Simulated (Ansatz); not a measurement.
Run on Au (bcc type): DFT, LDA, all-electron LAPW, scalar-relativistic (Ansatz 0.2.0). This run: volume at 0.55 of the series' base cell.

The cell comes from a relaxation on PAW files under the same functional, begun from a prototype that needn't be the stable phase.

Command: `ansatz run input.yaml --threads 1 --pin off --max-ram 2048MiB --backend cpu --events-out ev --progress --plain --runs-dir out` It took 27 s on 1 thread of Arm Neoverse V1, on a shared host, peak memory 0.43 GiB.

```yaml
crystal:
  lattice:
    - [-1.3174109567, 1.3174109567, 1.3174109567]
    - [1.3174109567, -1.3174109567, 1.3174109567]
    - [1.3174109567, 1.3174109567, -1.3174109567]
  atoms:
    - { symbol: Au, position: [0.0, 0.0, 0.0] }
kpoints:
  mp_grid: { grid: [17, 17, 17] }
scf:
  occupations: { method: fermi_dirac, width: 0.1 }
hamiltonian:
  xc: lda
  pseudopotentials: { kind: all_electron, lapw: { basis_error: 0.001 } }
output:
  forces: true
  stress: true
  eigenvalues: true
  populations: true
```

Output:

```
Au: projections on atomic orbitals take those of the free atom 1s2 2s2 2p6 3s2 3p6 3d10 4s2 4p6 4d10 4f14 5s2 5p6 5d10 6s1, of charge +0.00 (hamiltonian.pseudopotentials.projection_atoms)
LAPW: plane waves up to 10.626 Å⁻¹, error target 1.0e-3 eV per atom; small_component_spin mean_spin; Au in spheres of 1.141 Å, 49 of its electrons in bands, Dirac shells [] (how accurate: hamiltonian.pseudopotentials.lapw.basis_error, Limitations)
Engine: ansatz 0.2.0
Pseudopotentials: kind: all_electron
Pseudopotential: Au, LAPW, valence charge 49, lapw/all_electron/scalar/gaussian/Au, Koelling and Harmon's equation, gaussian nucleus
Functional definition: SPW92
  exchange = slater_x
  correlation = pw_c
Crystal: 1 atoms, lattice volume = 9.146 Å³
Basis set: ecut = 430.2138307639662 eV, 177 PW (Γ), exchange–correlation at level 2
Bands: 30, of which v1, the nominal top of the filled ones, is band 25 counted from 1 (24 counted from 0)
Symmetry: 48 space group operations
Space group: Im-3m (ITA 229), of the structure as read, at distance tolerance 2.1e-5 Å
k-points: 165 of 4913
Non-local potential: Au, projectors of the file, none
Initial density: superposition of atomic densities (chi_scale 0.1, normalization cell)
Initial wavefunctions: plane waves of lowest kinetic energy (no species holds an atomic orbital)
Functional: x = slater, c = lda
iter 1 solved again at ethr=9.04e-5 eV; its pass at ethr=1.00e-1 eV (dr2=4.43e-2 eV) is discarded
SCF iter   1: F=—  HF=-516933.509981 eV  |F-HF|=—  |Δ(HF+E_count)|=         —  Δρ=3.41e-2  dr2=4.44e-2  ethr=9.04e-5  ⟨swp⟩=3.0  Hψ=31040  notcnv=0
preconditioner: auto → Kerker (q_TF=auto, 3.609 Å⁻¹)  [metal: Δε(μ)=0.171 eV  Ē_g=26.556 eV  σ=0.100 eV  W_gap=0.37  n_scr=12 (ndim 8)  ℏωp=40.7 eV  f_vac=0.000  D(μ)=0.23/eV (n_scr^D=0)]
SCF iter   2: F=—  HF=-516933.441630 eV  |F-HF|=—  |Δ(HF+E_count)|=   6.84e-2  Δρ=1.64e-2  dr2=1.26e-2  ethr=9.04e-5  ⟨swp⟩=2.0  Hψ=14016  notcnv=0
preconditioner: auto → none  [insulator: Δε(μ)=0.247 eV  Ē_g=26.682 eV  σ=0.100 eV  W_gap=0.51  n_scr=12 (ndim 8)  ℏωp=40.7 eV  f_vac=0.000  D(μ)=0.23/eV (n_scr^D=0)  ε∞_Penn≈3.3]
SCF iter   3: F=—  HF=-516933.433582 eV  |F-HF|=—  |Δ(HF+E_count)|=   8.05e-3  Δρ=5.39e-3  dr2=1.50e-3  ethr=2.57e-5  ⟨swp⟩=2.0  Hψ=13960  notcnv=0
iter 4 solved again at ethr=1.23e-7 eV; its pass at ethr=3.06e-6 eV (dr2=6.04e-5 eV) is discarded
SCF iter   4: F=—  HF=-516933.432990 eV  |F-HF|=—  |Δ(HF+E_count)|=         —  Δρ=1.01e-3  dr2=6.05e-5  ethr=1.23e-7  ⟨swp⟩=2.0  Hψ=23956  notcnv=0
the basis was enlarged: its passes take 73.8 KiB over the memory plan, 1 of 1 planned eigensolver slots
SCF iter   5: F=—  HF=-516933.432911 eV  |F-HF|=—  |Δ(HF+E_count)|=   7.93e-5  Δρ=1.14e-4  dr2=6.34e-7  ethr=1.23e-7  ⟨swp⟩=2.0  Hψ=13958  notcnv=0
SCF iter   6: F=-516933.432910 eV  HF=-516933.432910 eV  |F-HF|=6.40e-10  |Δ(HF+E_count)|=   2.35e-7  Δρ=8.34e-6  dr2=1.64e-9  ethr=1.29e-9  ⟨swp⟩=2.0  Hψ=13962  notcnv=0
SCF 1 converged in 6 iterations: F = -516933.432910 eV  dr2 = 1.64e-9
SCF converged after 6 iterations
Free energy (F): -516933.432910 eV
Harris-Foulkes:  -516933.432910 eV  (|F-HF|=6.40e-10)
Internal energy: -516933.425660 eV  (E = F + TS)
E sigma→0 (E₀):  -516933.429285 eV
Entropy (-TS):   -0.007251 eV (-7.251 meV/atom)
Fermi energy:    53.583475 eV
--- Per-component energies (eV) ---
  E_band       = -5745.898288
  E_kinetic    = 589127.282709
  E_xc         = -9643.492331
  E_electrostatic = -1096417.216037  (all electrons and nuclei)
  E_smearing   = -0.007251  (= −TS)
  E_closure    = -0.000000  (closes the sum)
  E_atoms      = -516936.223186  (free atoms, spherical and without spin; not in F)
  Σ components = -516933.432910   (vs F -516933.432910, Δ=0.00e0)
  Basis errors (estimates in eV, not in F): energy 2.8e-4 per atom: plane waves 2.4e-4 (1.2e-4 summed), levels above the bands 3.8e-111, relativity 2.1e-8, radial functions 4.0e-5, core shells 2.7e-7; eigenvalues (radial functions only) 5.0e-6; not estimated: angular momenta, meshes, grids; target (lapw.basis_error) 1.0e-3; muffin-tin radii Au 1.141 Å
--- Forces (eV/Å), atoms counted from 1 ---
  atom   1  Au    -0.00000000    -0.00000000     0.00000000
  max |Σ_I F_I| component: 1.91e-30 eV/Å
--- Stress (GPa, compression-positive) ---
      569.848842       0.000000       0.000000
        0.000000     569.848842      -0.000000
        0.000000      -0.000000     569.848842
  P = ⅓ Tr σ = 569.8488 GPa (5698.488 kbar)
--- Band table (eV; the first three rows and the last of 165) ---
  k-point 0: bands = ["-491.6873", "-491.6873", "-491.6873", "-272.2420", "-272.2420", "-272.2420", "-272.2104", "-272.2104", "-56.2705", "-28.5374", "-28.5374", "-28.5374", "-28.5338", "-28.5037", "-28.5037", "-28.5037", "-6.8100", "-6.8100", "-6.8100", "34.3858", "42.3751", "42.3751", "42.3751", "47.2581", "47.2581", "66.9203", "66.9203", "66.9203", "85.0378", "85.0378"]
  k-point 1: bands = ["-491.6873", "-491.6873", "-491.6873", "-272.2420", "-272.2420", "-272.2420", "-272.2104", "-272.2104", "-56.2616", "-28.5373", "-28.5371", "-28.5370", "-28.5345", "-28.5041", "-28.5038", "-28.5038", "-6.8893", "-6.8350", "-6.8104", "34.6349", "42.2496", "42.3700", "42.6049", "47.0632", "47.2629", "67.1059", "67.3052", "67.4368", "82.9236", "84.1988"]
  k-point 2: bands = ["-491.6873", "-491.6873", "-491.6873", "-272.2420", "-272.2420", "-272.2420", "-272.2104", "-272.2104", "-56.2361", "-28.5368", "-28.5365", "-28.5361", "-28.5357", "-28.5053", "-28.5042", "-28.5040", "-7.1136", "-6.9059", "-6.8116", "35.3344", "41.9035", "42.3392", "43.2842", "46.6430", "47.2862", "67.5588", "68.4271", "68.7481", "80.0539", "82.2602"]
  k-point 164: bands = ["-491.6873", "-491.6873", "-491.6873", "-272.2419", "-272.2419", "-272.2419", "-272.2105", "-272.2105", "-55.8109", "-28.5716", "-28.5198", "-28.5198", "-28.5198", "-28.5144", "-28.5143", "-28.5143", "-8.3271", "-8.3135", "-8.3135", "36.8155", "36.8668", "50.6192", "50.6192", "50.8353", "59.4924", "60.3713", "60.3713", "72.7723", "78.5248", "78.6908"]
--- Löwdin populations: 1 site ---
  site symbol       q [e]
     0     Au     78.7846
  spilling = 0.002727 (of n_electrons = 79.000000)
```

populations.tsv:

```
# site	symbol	l	j	q
# orbitals = lowdin
# n_electrons = 79.000000
# spilling = 0.002727
# projection_atom_Au: 1s2 2s2 2p6 3s2 3p6 3d10 4s2 4p6 4d10 4f14 5s2 5p6 5d10 6s1
0	Au	0_1S	-	1.999999
0	Au	0_2S	-	1.999977
0	Au	0_3S	-	1.999725
0	Au	0_4S	-	1.997248
0	Au	0_5S	-	1.964662
0	Au	0_6S	-	1.113014
0	Au	1_2P	-	6.000000
0	Au	1_3P	-	5.999997
0	Au	1_4P	-	5.999955
0	Au	1_5P	-	5.997300
0	Au	2_3D	-	9.999998
0	Au	2_4D	-	9.999970
0	Au	2_5D	-	9.712826
0	Au	3_4F	-	13.999926
```

Next run (volume at 0.45 of the series' base cell), as changes to the input before:

```diff
   lattice:
-    - [-1.3174109567, 1.3174109567, 1.3174109567]
-    - [1.3174109567, -1.3174109567, 1.3174109567]
-    - [1.3174109567, 1.3174109567, -1.3174109567]
+    - [-1.2321716507, 1.2321716507, 1.2321716507]
+    - [1.2321716507, -1.2321716507, 1.2321716507]
+    - [1.2321716507, 1.2321716507, -1.2321716507]
   atoms:
```

Results part of the output:

```
SCF 1 converged in 7 iterations: F = -516924.480260 eV  dr2 = 1.41e-8
SCF converged after 7 iterations
Free energy (F): -516924.480260 eV
Harris-Foulkes:  -516924.480260 eV  (|F-HF|=2.05e-8)
Internal energy: -516924.474317 eV  (E = F + TS)
E sigma→0 (E₀):  -516924.477288 eV
Entropy (-TS):   -0.005943 eV (-5.943 meV/atom)
Fermi energy:    67.557930 eV
--- Per-component energies (eV) ---
  E_band       = -6500.823424
  E_kinetic    = 589198.784287
  E_xc         = -9652.385500
  E_electrostatic = -1096470.873104  (all electrons and nuclei)
  E_smearing   = -0.005943  (= −TS)
  E_closure    = 0.000000  (closes the sum)
  E_atoms      = -516936.223186  (free atoms, spherical and without spin; not in F)
  Σ components = -516924.480260   (vs F -516924.480260, Δ=0.00e0)
  Basis errors (estimates in eV, not in F): energy 2.7e-4 per atom: plane waves 2.4e-4 (1.3e-4 summed), levels above the bands 1.2e-121, relativity 3.3e-8, radial functions 2.9e-5, core shells 2.6e-11; eigenvalues (radial functions only) 1.2e-5; not estimated: angular momenta, meshes, grids; target (lapw.basis_error) 1.0e-3; muffin-tin radii Au 1.067 Å
--- Forces (eV/Å), atoms counted from 1 ---
  atom   1  Au    -0.00000000    -0.00000000    -0.00000000
  max |Σ_I F_I| component: 1.41e-30 eV/Å
--- Stress (GPa, compression-positive) ---
     1251.913717       0.000000       0.000000
        0.000000    1251.913717       0.000000
        0.000000       0.000000    1251.913717
  P = ⅓ Tr σ = 1251.9137 GPa (12519.137 kbar)
--- Band table (eV; the first three rows and the last of 165) ---
  k-point 0: bands = ["-662.3974", "-479.6676", "-479.6676", "-479.6676", "-260.2386", "-260.2386", "-260.2386", "-260.2097", "-260.2097", "-45.1705", "-16.6001", "-16.6001", "-16.6001", "-16.5595", "-16.5458", "-16.5458", "-16.5458", "5.1074", "5.1074", "5.1074", "44.3045", "52.6357", "52.6357", "52.6357", "58.9109", "58.9109", "78.1086", "78.1086", "78.1086", "100.8534", "100.8534"]
  k-point 1: bands = ["-662.3974", "-479.6676", "-479.6676", "-479.6676", "-260.2386", "-260.2386", "-260.2386", "-260.2097", "-260.2097", "-45.1502", "-16.5997", "-16.5993", "-16.5990", "-16.5611", "-16.5467", "-16.5461", "-16.5460", "4.9522", "5.0608", "5.1058", "44.6295", "52.4605", "52.6279", "52.9420", "58.6114", "58.9116", "78.3722", "78.5921", "78.8904", "98.4262", "99.9171"]
  k-point 2: bands = ["-662.3974", "-479.6676", "-479.6676", "-479.6676", "-260.2386", "-260.2386", "-260.2386", "-260.2097", "-260.2097", "-45.0918", "-16.5985", "-16.5968", "-16.5959", "-16.5659", "-16.5495", "-16.5466", "-16.5465", "4.5166", "4.9287", "5.1011", "45.5122", "51.9822", "52.5950", "53.8465", "58.0010", "58.9308", "79.0548", "79.9937", "80.9129", "94.9108", "97.7106"]
  k-point 164: bands = ["-662.3974", "-479.6676", "-479.6676", "-479.6676", "-260.2384", "-260.2384", "-260.2384", "-260.2097", "-260.2097", "-44.1186", "-16.6452", "-16.5714", "-16.5711", "-16.5711", "-16.5576", "-16.5575", "-16.5575", "2.3422", "2.3699", "2.3699", "45.1408", "45.2262", "63.7023", "63.7023", "64.0114", "73.3059", "74.3517", "74.3517", "90.0853", "91.6788", "96.5280"]
--- Löwdin populations: 1 site ---
  site symbol       q [e]
     0     Au     78.7730
  spilling = 0.002873 (of n_electrons = 79.000000)
```

Next run (volume at 0.4 of the series' base cell), as changes to the input before:

```diff
   lattice:
-    - [-1.2321716507, 1.2321716507, 1.2321716507]
-    - [1.2321716507, -1.2321716507, 1.2321716507]
-    - [1.2321716507, 1.2321716507, -1.2321716507]
+    - [-1.1847326892, 1.1847326892, 1.1847326892]
+    - [1.1847326892, -1.1847326892, 1.1847326892]
+    - [1.1847326892, 1.1847326892, -1.1847326892]
   atoms:
   mp_grid: { grid: [17, 17, 17] }
+  band_path:
+    path:
+      - [0.0, 0.0, 0.0]
+      - [0.5, -0.5, 0.5]
+      - [0.0, 0.0, 0.5]
+      - [0.0, 0.0, 0.0]
+      - [0.25, 0.25, 0.25]
+      - [0.5, -0.5, 0.5]
+      - [0.25, 0.25, 0.25]
+      - [0.0, 0.0, 0.5]
+    npoints: 8
 scf:
   populations: true
+  dos: { projected: true, de: 0.2, e_range: [-14, 8] }
```

Results part of the output:

```
SCF 1 converged in 7 iterations: F = -516916.416753 eV  dr2 = 3.96e-9
NSCF: frozen V_eff on 57 k-points
SCF converged after 7 iterations
Free energy (F): -516916.416753 eV
Harris-Foulkes:  -516916.416753 eV  (|F-HF|=5.24e-10)
Internal energy: -516916.411580 eV  (E = F + TS)
E sigma→0 (E₀):  -516916.414166 eV
Entropy (-TS):   -0.005172 eV (-5.172 meV/atom)
Fermi energy:    77.142909 eV
--- Per-component energies (eV) ---
  E_band       = -6101.087283
  E_kinetic    = 589254.938202
  E_xc         = -9658.758158
  E_electrostatic = -1096512.591624  (all electrons and nuclei)
  E_smearing   = -0.005172  (= −TS)
  E_closure    = -0.000000  (closes the sum)
  E_atoms      = -516936.223186  (free atoms, spherical and without spin; not in F)
  Σ components = -516916.416753   (vs F -516916.416753, Δ=0.00e0)
  Basis errors (estimates in eV, not in F): energy 2.7e-4 per atom: plane waves 2.3e-4 (1.2e-4 summed), levels above the bands 2.9e-126, relativity 4.2e-8, radial functions 4.1e-5, core shells 1.8e-11; eigenvalues (radial functions only) 1.3e-5; not estimated: angular momenta, meshes, grids; target (lapw.basis_error) 1.0e-3; muffin-tin radii Au 1.026 Å
--- Forces (eV/Å), atoms counted from 1 ---
  atom   1  Au    -0.00000000     0.00000000    -0.00000000
  max |Σ_I F_I| component: 1.84e-30 eV/Å
--- Stress (GPa, compression-positive) ---
     1908.139328      -0.000000       0.000000
       -0.000000    1908.139328       0.000000
        0.000000       0.000000    1908.139328
  P = ⅓ Tr σ = 1908.1393 GPa (19081.393 kbar)
--- Band table (eV; the first three rows and the last of 165) ---
  k-point 0: bands = ["-654.2864", "-471.5683", "-471.5683", "-471.5683", "-252.1526", "-252.1526", "-252.1526", "-252.1265", "-252.1265", "-37.9036", "-8.5726", "-8.5726", "-8.5726", "-8.4959", "-8.4959", "-8.4959", "-8.4918", "13.1905", "13.1905", "13.1905", "51.3584", "59.5110", "59.5110", "59.5110", "66.7042", "66.7042", "85.5126", "85.5126", "85.5126", "111.4298", "111.4298"]
  k-point 1: bands = ["-654.2864", "-471.5683", "-471.5683", "-471.5683", "-252.1526", "-252.1525", "-252.1525", "-252.1265", "-252.1265", "-37.8718", "-8.5719", "-8.5712", "-8.5708", "-8.4974", "-8.4969", "-8.4963", "-8.4937", "12.9647", "13.1241", "13.1874", "51.7429", "59.2991", "59.5037", "59.8738", "66.3202", "66.6991", "85.8334", "86.0628", "86.4864", "108.7536", "110.3894"]
  k-point 2: bands = ["-654.2864", "-471.5683", "-471.5683", "-471.5683", "-252.1526", "-252.1525", "-252.1525", "-252.1265", "-252.1265", "-37.7800", "-8.5700", "-8.5670", "-8.5656", "-8.5045", "-8.5017", "-8.4973", "-8.4945", "12.3358", "12.9367", "13.1785", "52.7517", "58.7244", "59.4901", "60.9434", "65.5692", "66.7090", "86.6826", "87.6515", "88.9988", "104.7957", "107.9222"]
  k-point 164: bands = ["-654.2864", "-471.5683", "-471.5683", "-471.5683", "-252.1520", "-252.1520", "-252.1520", "-252.1267", "-252.1266", "-36.2405", "-8.6275", "-8.5383", "-8.5380", "-8.5380", "-8.5026", "-8.5024", "-8.5024", "9.3475", "9.3883", "9.3883", "50.6561", "50.7698", "72.5842", "72.5842", "72.9519", "82.7481", "83.9167", "83.9167", "100.3301", "101.5492", "108.8399"]
--- Löwdin populations: 1 site ---
  site symbol       q [e]
     0     Au     78.7611
  spilling = 0.003024 (of n_electrons = 79.000000)
```

Spin–orbit coupling is left out, which matters for the heavy atoms. The structure type is held throughout; the real material can change phase at far lower pressure.
